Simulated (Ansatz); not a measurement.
Data:

Starting cell, InP (zinc blende):

```yaml
crystal:
  lattice:
    - [0.00000, 5.90701, 5.90701]
    - [2.95351, 2.95351, 5.90701]
    - [2.95351, 2.95351, 0.00000]
  atoms:
    - { symbol: P, position: [0.00000, 0.75000, 0.75000] }
    - { symbol: P, position: [0.50000, 0.75000, 0.75000] }
    - { symbol: In, position: [0.00000, 0.00000, 0.00000] }
    - { symbol: In, position: [0.50000, 0.00000, 0.00000] }
```

A phonon eigenvector at X = (0.5, 0.5, 0.0) is frozen into this cell: atom i moves by Q times the vector below, so Q is the largest atomic displacement, in Å. The cell is held. It is one choice among 2 degenerate patterns. (q is in reciprocal vectors of the primitive cell; the cell shown is doubled to hold the pattern.)

```
atom       x       y      z
----  ------  ------  -----
P1     0.000  -1.000  0.000
P2     0.000   1.000  0.000
In3    0.198   0.000  0.000
In4   -0.198   0.000  0.000
```

Computed with r2SCAN (plane waves to 500 eV, PAW, scalar-relativistic; Ansatz, a program for electronic structure). k mesh 10×10×10 (Γ-centred), Fermi-Dirac smearing 0.05 eV. E stands for the smeared free energy. InP was relaxed with its symmetry unable to fall. The zero of ΔE is the undisplaced structure.

The scan covers Q from -0.280 to 0.280 Å in 13 points.

Q: Is this a single well or a double well?

A: A single well with its minimum at or next to zero displacement.

Q: Which space group does the distorted structure have?

A: C222_1 (No. 20), lowered from F-43m.

Q: What is the energy change at Q = 0.280 Å?

A: 1008 meV/cell.

Q: What harmonic wavenumber does the curvature at Q = 0 give?

A: 314 cm⁻¹.

(For displaced atoms, the force is minus the slope of the energy, and its curvature is a force constant, which sets phonon frequencies.)
